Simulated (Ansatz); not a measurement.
(111) slab cut from the bulk of Al2Pt, 15 Å of vacuum:

```xyz
9
Lattice="4.2047 0.0000 0.0000 -2.1024 3.6414 0.0000 0.0000 0.0000 23.5829" Properties=species:S:1:pos:R:3 pbc="T T T"
Al    0.0000    0.0000    7.5000
Pt    2.1024    1.2138    8.3583
Al    0.0000    2.4276    9.2166
Al    2.1024    1.2138   10.9332
Pt    0.0000    2.4276   11.7915
Al    0.0000    0.0000   12.6497
Al    0.0000    2.4276   14.3663
Pt    0.0000    0.0000   15.2246
Al    2.1024    1.2138   16.0829
```

Level of theory: DFT PBE, scalar-relativistic, plane waves, PAW (Ansatz). Cutoff 420 eV; k points 9×9×1 on the computed 9-atom cell (Γ-centred); Gaussian smearing, width 0.10 eV; no spin polarisation. A dipole correction removes the field between periodic images along c.

This base run converges in 7 iterations with a largest force of 0.737 eV/Å and a work function of 4.02 eV on the top face.

Settings are then changed, some of them on purpose to poor values; changes count from the base run, and γ keeps the base's bulk energy.

Task: What happens with k mesh 1×1×1?

Result: It converges in 17 iterations; ΔE at zero smearing (meV/atom) +1762.5, Δγ (J/m²) +8.299, Δφ top (eV) -0.40, largest force (eV/Å) 3.902.

Task: What happens with occupations cold 0.2 eV?

Result: It converges in 7 iterations; ΔE at zero smearing (meV/atom) +0.6, Δγ (J/m²) +0.003, Δφ top (eV) +0.03, largest force (eV/Å) 0.697.

Task: What happens with field of 0.1 V/Å along c?

Result: It converges in 9 iterations; ΔE at zero smearing (meV/atom) -0.5, largest force (eV/Å) 0.741.

Task: What happens with no dipole correction, vacuum of 8 Å?

Result: It converges in 7 iterations; ΔE at zero smearing (meV/atom) -0.5, Δγ (J/m²) -0.002, largest force (eV/Å) 0.737.

Task: What happens with k mesh 13×13×1?

Result: It converges in 7 iterations; ΔE at zero smearing (meV/atom) +2.4, Δγ (J/m²) +0.011, Δφ top (eV) +0.01, largest force (eV/Å) 0.686.

Spin-orbit coupling is left out, which matters for the bands of heavy elements.
